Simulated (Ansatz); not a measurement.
Relaxation of a randomly generated symmetric cell of Au (space group No. 71); 1 atom in the cell, which starts as Immm (No. 71), oI2; a = 3.092 Å, b = 3.390 Å, c = 3.414 Å, α = 90.00°, β = 90.00°, γ = 90.00°. Computed with PBE (plane waves to 420 eV, PAW, scalar-relativistic; Ansatz, an electronic-structure program). Γ-centred k-mesh 14×14×14 on the run's cell (coarser than for final values), Fermi–Dirac smearing 0.05 eV. This is the first round of the run. 

The optimiser's lines from the output (shortened; P is positive under compression):

```
relax step   1: F+E_penalty+E_count = -13151.19077693 eV  Δ(F+E_penalty+E_count) = +0.000e0 eV  max|allowed force component| = 0.000e0 eV/Å  Δτ_max = 0.0000 Å  P = +0.911 GPa  Ω = 17.898 Å³  (7 SCF iters, dr2 threshold 1.00e-7 eV, accepted)
relax step   2: F+E_penalty+E_count = -13151.19032672 eV  Δ(F+E_penalty+E_count) = +4.502e-4 eV  max|allowed force component| = 0.000e0 eV/Å  Δτ_max = 0.0000 Å  P = -1.411 GPa  Ω = 18.214 Å³  (4 SCF iters, dr2 threshold 1.00e-7 eV, rejected (line search))
relax step   3: F+E_penalty+E_count = -13151.19121530 eV  Δ(F+E_penalty+E_count) = -4.384e-4 eV  max|allowed force component| = 0.000e0 eV/Å  Δτ_max = 0.0000 Å  P = +0.067 GPa  Ω = 18.010 Å³  (8 SCF iters, accepted)
relax step   4: F+E_penalty+E_count = -13151.19142350 eV  Δ(F+E_penalty+E_count) = -2.082e-4 eV  max|allowed force component| = 0.000e0 eV/Å  Δτ_max = 0.0000 Å  P = -0.194 GPa  Ω = 18.049 Å³  (4 SCF iters, dr2 threshold 1.00e-7 eV, accepted)
relax step   5: F+E_penalty+E_count = -13151.19153172 eV  Δ(F+E_penalty+E_count) = -1.082e-4 eV  max|allowed force component| = 0.000e0 eV/Å  Δτ_max = 0.0000 Å  P = -0.145 GPa  Ω = 18.044 Å³  (3 SCF iters, dr2 threshold 1.00e-7 eV, accepted)
relax step   6: F+E_penalty+E_count = -13151.19285493 eV  Δ(F+E_penalty+E_count) = -1.323e-3 eV  max|allowed force component| = 0.000e0 eV/Å  Δτ_max = 0.0000 Å  P = -1.394 GPa  Ω = 18.282 Å³  (5 SCF iters, dr2 threshold 1.00e-7 eV, accepted)
relax step   7: F+E_penalty+E_count = -13151.19348123 eV  Δ(F+E_penalty+E_count) = -6.263e-4 eV  max|allowed force component| = 0.000e0 eV/Å  Δτ_max = 0.0000 Å  P = -0.638 GPa  Ω = 18.137 Å³  (5 SCF iters, dr2 threshold 1.00e-7 eV, accepted)
relax step   8: F+E_penalty+E_count = -13151.19513754 eV  Δ(F+E_penalty+E_count) = -1.656e-3 eV  max|allowed force component| = 0.000e0 eV/Å  Δτ_max = 0.0000 Å  P = -0.435 GPa  Ω = 18.112 Å³  (5 SCF iters, dr2 threshold 1.00e-7 eV, accepted)
relax step   9: F+E_penalty+E_count = -13151.19777253 eV  Δ(F+E_penalty+E_count) = -2.635e-3 eV  max|allowed force component| = 0.000e0 eV/Å  Δτ_max = 0.0000 Å  P = +0.570 GPa  Ω = 17.960 Å³  (5 SCF iters, dr2 threshold 1.00e-7 eV, accepted)
relax step  10: F+E_penalty+E_count = -13151.20170510 eV  Δ(F+E_penalty+E_count) = -3.933e-3 eV  max|allowed force component| = 0.000e0 eV/Å  Δτ_max = 0.0000 Å  P = +1.421 GPa  Ω = 17.776 Å³  (5 SCF iters, dr2 threshold 1.00e-7 eV, accepted)
relax step  11: F+E_penalty+E_count = -13151.19744851 eV  Δ(F+E_penalty+E_count) = +4.257e-3 eV  max|allowed force component| = 0.000e0 eV/Å  Δτ_max = 0.0000 Å  P = -2.368 GPa  Ω = 18.142 Å³  (5 SCF iters, dr2 threshold 1.00e-7 eV, rejected (line search))
relax step  12: F+E_penalty+E_count = -13151.20377539 eV  Δ(F+E_penalty+E_count) = -2.070e-3 eV  max|allowed force component| = 0.000e0 eV/Å  Δτ_max = 0.0000 Å  P = -0.352 GPa  Ω = 17.952 Å³  (7 SCF iters, accepted)
relax step  13: F+E_penalty+E_count = -13151.20396569 eV  Δ(F+E_penalty+E_count) = -1.903e-4 eV  max|allowed force component| = 0.000e0 eV/Å  Δτ_max = 0.0000 Å  P = +0.013 GPa  Ω = 17.915 Å³  (4 SCF iters, dr2 threshold 1.00e-7 eV, accepted)
relax step  14: F+E_penalty+E_count = -13151.20396722 eV  Δ(F+E_penalty+E_count) = -1.528e-6 eV  max|allowed force component| = 0.000e0 eV/Å  Δτ_max = 0.0000 Å  P = +0.007 GPa  Ω = 17.917 Å³  (3 SCF iters, dr2 threshold 4.85e-9 eV, accepted)
relax step  15: F+E_penalty+E_count = -13151.20387657 eV  Δ(F+E_penalty+E_count) = +9.065e-5 eV  max|allowed force component| = 0.000e0 eV/Å  Δτ_max = 0.0000 Å  P = -0.270 GPa  Ω = 17.957 Å³  (6 SCF iters, rejected (line search))
relax step  16: F+E_penalty+E_count = -13151.20396698 eV  Δ(F+E_penalty+E_count) = +2.435e-7 eV  max|allowed force component| = 0.000e0 eV/Å  Δτ_max = 0.0000 Å  P = +0.000 GPa  Ω = 17.918 Å³  (6 SCF iters, accepted)
relax step  17: F+E_penalty+E_count = -13151.20729122 eV  Δ(F+E_penalty+E_count) = -3.324e-3 eV  max|allowed force component| = 0.000e0 eV/Å  Δτ_max = 0.0000 Å  P = +0.400 GPa  Ω = 17.918 Å³  stress off target by 1.17e0 GPa  SCF on the basis re-selected at this cell (its energy is not comparable with the rows above)  (7 SCF iters)
relax step  18: F+E_penalty+E_count = -13151.20897258 eV  Δ(F+E_penalty+E_count) = -1.681e-3 eV  max|allowed force component| = 0.000e0 eV/Å  Δτ_max = 0.0000 Å  P = +0.321 GPa  Ω = 17.924 Å³  (5 SCF iters, dr2 threshold 1.00e-7 eV, accepted)
relax step  19: F+E_penalty+E_count = -13151.20962746 eV  Δ(F+E_penalty+E_count) = -6.549e-4 eV  max|allowed force component| = 0.000e0 eV/Å  Δτ_max = 0.0000 Å  P = +0.002 GPa  Ω = 17.961 Å³  (5 SCF iters, dr2 threshold 1.00e-7 eV, accepted)
relax step  20: F+E_penalty+E_count = -13151.20965989 eV  Δ(F+E_penalty+E_count) = -3.243e-5 eV  max|allowed force component| = 0.000e0 eV/Å  Δτ_max = 0.0000 Å  P = +0.006 GPa  Ω = 17.961 Å³  (4 SCF iters, dr2 threshold 2.44e-8 eV, accepted)
relax step  21: F+E_penalty+E_count = -13151.20966193 eV  Δ(F+E_penalty+E_count) = -2.046e-6 eV  max|allowed force component| = 0.000e0 eV/Å  Δτ_max = 0.0000 Å  P = -0.001 GPa  Ω = 17.961 Å³  stress off target by 1.83e-2 GPa  SCF on the basis re-selected at this cell (its energy is not comparable with the rows above)  (6 SCF iters)
```

From the first to the last row the energy changes by -0.02 eV/atom and the volume by +0.4 %. The last row is marked as not comparable with the walk above it, whose basis was carried along; it does compare with step 1, since both stand on a basis selected at the nominal cutoff for their own cell.

Steps 2, 11, 15 were rejected by the optimiser.

Later rounds, restarted from the end of this one on a renewed k-mesh, logged 2 more steps and released under 0.01 eV/atom more. The final structure after all rounds: Fm-3m (No. 225), cF4, fcc (Cu type); a = b = c = 4.1571 Å, α = β = γ = 90.00°. Between re-selections the logged energies stand on a plane-wave basis carried along with the cell. No spin polarisation in the result.

The run could not lose the symmetry of its start.
